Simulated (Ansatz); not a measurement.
The end of the path is a generated cell of RbZnBr3: the first start was made by placing the elements on the sites of a structure type, and the end was not matched to a known phase here, so it may be hypothetical.

A geometry of RbZnBr₃ away from equilibrium: the start of the relaxation of a generated trial cell of RbZnBr3 in the GdFeO3 structure type. All values below come from r2SCAN (plane waves to 500 eV, PAW, scalar-relativistic; Ansatz, an electronic-structure program). Γ-centred k-mesh 3×2×3 on the run's cell (coarser than for final values), Fermi–Dirac smearing 0.05 eV.

```xyz
20
Lattice="7.3728 0.0000 0.0000 0.0000 10.4030 0.0000 0.0000 0.0000 7.3482" Properties=species:S:1:pos:R:3 pbc="T T T"
Rb     3.5957     2.6007     7.2864
Rb     7.2821     2.6007     3.7358
Rb     3.7771     7.8022     0.0617
Rb     0.0907     7.8022     3.6124
Zn     0.0000     0.0000     0.0000
Zn     3.6864     5.2015     3.6741
Zn     0.0000     5.2015     0.0000
Zn     3.6864     0.0000     3.6741
Br     0.2308     2.6007     0.4306
Br     3.9171     2.6007     3.2435
Br     7.1420     7.8022     6.9175
Br     3.4556     7.8022     4.1047
Br     2.1234     5.5864     1.5652
Br     5.8097    10.0180     2.1089
Br     5.2494     0.3849     5.7830
Br     1.5630     4.8166     5.2392
Br     5.2494     4.8166     5.7830
Br     1.5630     0.3849     5.2392
Br     2.1234    10.0180     1.5652
Br     5.8097     5.5864     2.1089
```

Which atoms carry the largest force, and which way does it point?

0.50 eV/Å, on Br13, Br14, Br15, Br16, Br17, Br18, Br19, Br20 (atoms numbered as listed); on Br18 its components are (0.28, -0.40, 0.13).

What is the pressure?

+0.9 GPa, compression positive.

How much energy per atom can still be gained by relaxing?

0.03 eV/atom; the path ends in Pnma (No. 62) (AFLOW prototype AB3C_oP20_62_c_cd_a (as in CaTiO3)).

No spin polarisation in the result.

The run could not lose the symmetry of its start: the end is stationary, and may be a saddle point rather than a minimum.
